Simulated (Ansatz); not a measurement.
Put GeRh₄N in P4/mmm (No. 123): Ge on 1a; Rh on 2g and 2f; N on 1d. Recipe of this trial structure of GeRh₄N: antiperovskite family, Dion-Jacobson layers, n = 1 (A site N; B site Ge; X site Rh).

The calculation used Ansatz, DFT PBE, scalar-relativistic, plane waves, PAW. Cutoff 420 eV, Γ-centred mesh, Gaussian smearing, collinear spin.

The zero of energy is the elements' standard structures at the same level (N₂ as a molecule); no fitted shifts are applied.

Question: Predict the relaxed structure.

Answer:

Space group P4/mmm (No. 123). a = 4.523 Å, b = 4.523 Å, c = 6.966 Å, α = 90.00°, β = 90.00°, γ = 90.00°
```
atom  site  symmetry       x       y       z
  Ge    1a     4/mmm  0.0000  0.0000  0.0000
  Rh    2g       4mm  0.0000  0.0000  0.6714
  Rh    2f      mmm.  0.5000  0.0000  0.0000
   N    1d     4/mmm  0.5000  0.5000  0.5000
```

Ge is surrounded by 6 Rh at 2.26–2.29 Å; Rh on a site of symmetry 4mm has 1 Ge at 2.29 Å, 1 Rh at 2.39 Å, 4 Rh at 3.22 Å and 4 N at 3.41 Å; Rh on a site of symmetry mmm has 2 Ge at 2.26 Å and 8 Rh at 3.20–3.22 Å; around N lie 8 Rh at 3.41 Å (long against covalent radii, as for large ions). Another local minimum with the same sites may exist.

Question: And its energy and gap?

Answer: The formation energy is +2.18 eV/atom. The gap on the 8×8×6 mesh of the 6-atom cell is 0 eV (a metal) and the net moment per atom is 0.91 μB. The moment by site is Rh 0.8 (×2), 0.6 (×2); N 2.3 μB. The separate elements lie lower, so it is unstable against them.

The last run used collinear spin and Gaussian smearing of 0.10 eV. The magnetic state reached may not be the lowest. A structure relaxed within its symmetry needn't be a true minimum. Site moments count only spheres around the atoms; the net moment includes the space between them.
